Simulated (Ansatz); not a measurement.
ScSi:
```xyz
4
Lattice="1.9756 -4.9105 0.0000 1.9756 4.9105 0.0000 0.0000 0.0000 3.6358" Properties=species:S:1:pos:R:3 pbc="T T T"
Sc     1.9756     3.5449     2.7269
Sc     1.9756    -3.5449     0.9090
Si     1.9756     0.8014     2.7269
Si     1.9756    -0.8014     0.9090
```

Relaxed with PBEsol.

### Question
Which orbitals make up the states near the Fermi level in the program Ansatz at the PBEsol level (PAW)?

### Answer
Within 0.5 eV of the Fermi level: Sc 3d 76 %, Si 3p 16 %, outside the projected shells 5 %. Projections are on Löwdin-orthogonalised atomic valence shells; empty p or d shells of many metals are not among them.

### Question
Tabulate the density of states.

### Answer
States/eV per cell of 4 atoms, in 0.25 eV bins, energy from the Fermi level.

| E (eV) | total | Sc 3d | Si 3p | Si 3s |
|---|---|---|---|---|
| -7.85 | 0.36 | 0.04 | 0.10 | 0.20 |
| -7.60 | 0.59 | 0.09 | 0.14 | 0.33 |
| -7.35 | 0.44 | 0.07 | 0.11 | 0.25 |
| -7.10 | 0.55 | 0.08 | 0.13 | 0.29 |
| -6.85 | 0.72 | 0.09 | 0.17 | 0.36 |
| -6.60 | 1.04 | 0.13 | 0.24 | 0.53 |
| -6.35 | 1.14 | 0.17 | 0.25 | 0.57 |
| -6.10 | 1.13 | 0.20 | 0.26 | 0.55 |
| -5.85 | 1.26 | 0.23 | 0.33 | 0.57 |
| -5.60 | 0.56 | 0.09 | 0.17 | 0.24 |
| -5.35 | 0.16 | 0.02 | 0.05 | 0.07 |
| -5.10 | 0.17 | 0.02 | 0.11 | 0.01 |
| -4.85 | 0.50 | 0.06 | 0.31 | 0.03 |
| -4.60 | 0.91 | 0.10 | 0.57 | 0.08 |
| -4.35 | 1.34 | 0.16 | 0.87 | 0.10 |
| -4.10 | 1.58 | 0.21 | 1.07 | 0.08 |
| -3.85 | 1.45 | 0.24 | 0.95 | 0.09 |
| -3.60 | 1.62 | 0.29 | 1.05 | 0.10 |
| -3.35 | 2.17 | 0.39 | 1.47 | 0.12 |
| -3.10 | 1.83 | 0.38 | 1.19 | 0.10 |
| -2.85 | 1.74 | 0.40 | 1.09 | 0.09 |
| -2.60 | 2.68 | 0.62 | 1.74 | 0.12 |
| -2.35 | 3.26 | 0.83 | 2.10 | 0.12 |
| -2.10 | 4.56 | 1.31 | 2.94 | 0.09 |
| -1.85 | 3.16 | 1.19 | 1.78 | 0.07 |
| -1.60 | 1.62 | 0.75 | 0.81 | 0.02 |
| -1.35 | 1.09 | 0.58 | 0.46 | 0.01 |
| -1.10 | 1.38 | 0.84 | 0.44 | 0.02 |
| -0.85 | 2.48 | 1.66 | 0.58 | 0.03 |
| -0.60 | 2.48 | 1.71 | 0.56 | 0.02 |
| -0.35 | 2.13 | 1.54 | 0.42 | 0.02 |
| -0.10 | 2.05 | 1.55 | 0.34 | 0.01 |
| 0.15 | 2.18 | 1.71 | 0.30 | 0.01 |
| 0.40 | 2.03 | 1.63 | 0.23 | 0.01 |
| 0.65 | 2.11 | 1.71 | 0.19 | 0.02 |
| 0.90 | 1.76 | 1.42 | 0.17 | 0.02 |
| 1.15 | 1.87 | 1.52 | 0.18 | 0.02 |
| 1.40 | 2.78 | 2.21 | 0.30 | 0.04 |
| 1.65 | 3.06 | 2.46 | 0.32 | 0.05 |
| 1.90 | 3.42 | 2.77 | 0.31 | 0.06 |
| 2.15 | 3.83 | 3.15 | 0.31 | 0.08 |
| 2.40 | 5.08 | 4.15 | 0.33 | 0.12 |
| 2.65 | 4.52 | 3.69 | 0.29 | 0.16 |
| 2.90 | 4.78 | 4.01 | 0.31 | 0.14 |
| 3.15 | 5.19 | 4.00 | 0.48 | 0.37 |
| 3.40 | 4.76 | 3.49 | 0.47 | 0.45 |

Space group Cmcm. The first step of the workflow began from a Materials Project structure, measured or hypothetical; the Crystallography Open Database copy checked does not list it. Its standing as an ambient phase is unchecked. The cell was relaxed with PBEsol under the symmetry of its start; of distortions, only those at the zone centre were tested. No spin polarisation was allowed.

Potentials: the later of the program's two PAW sets.
